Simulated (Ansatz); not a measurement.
An Ansatz (a program for electronic structure) input:

Ansatz 0.2 input:
```yaml
crystal:
  lattice:
    - [5.6713784366, 0.0, 0.0]
    - [0.0, 5.6713784366, 0.0]
    - [0.0, 0.0, 5.6713784366]
  atoms:
    - { symbol: Cs, position: [0.0, 0.0, 0.0] }
    - { symbol: Pb, position: [0.5, 0.5, 0.5] }
    - { symbol: Cl, position: [0.0, 0.5, 0.5] }
    - { symbol: Cl, position: [0.5, 0.5, 0.0] }
    - { symbol: Cl, position: [0.5, 0.0, 0.5] }
kpoints:
  mp_grid: { grid: [4, 4, 4] }
  band_path:
    path:
      - [[0.0, 0.0, 0.0], [0.0, 0.5, 0.0], [0.5, 0.5, 0.0], [0.0, 0.0, 0.0], [0.5, 0.5, 0.5], [0.0, 0.5, 0.0]]  # Γ-X-M-Γ-R-X
      - [[0.5, 0.5, 0.5], [0.5, 0.5, 0.0]]  # R-M
      - [VBM, CBM]
    npoints: 12
hamiltonian:
  xc: r2scan
  pseudopotentials: { kind: paw }
magnetization: { noncollinear: true, spin_orbit: true }
scf:
  n_extra_bands: 12
  convergence: { dr2_threshold: 0.0000000001 }
  occupations: { method: gaussian, width: 0.01 }
checkpoint: { write: soc.run }
output: { eigenvalues: true }
```

Question: How many symmetry operations and irreducible k-points will the run report?

Answer: 48 operations, 10 of 64 k-points.

Question: With a cutoff of 500 eV, how many plane waves at Γ?

Answer: 4625.

It took about 5 core-minutes (a rough figure) on shared server cores.

Space group Pm-3m (cubic perovskite). This is a known high-temperature phase of the composition, computed here at zero pressure and temperature. The cell was relaxed with r²SCAN under the symmetry of its start; its stability against distortions is not shown here.

Potentials: the later of the program's two PAW sets.

Ansatz is a plane-wave DFT program.
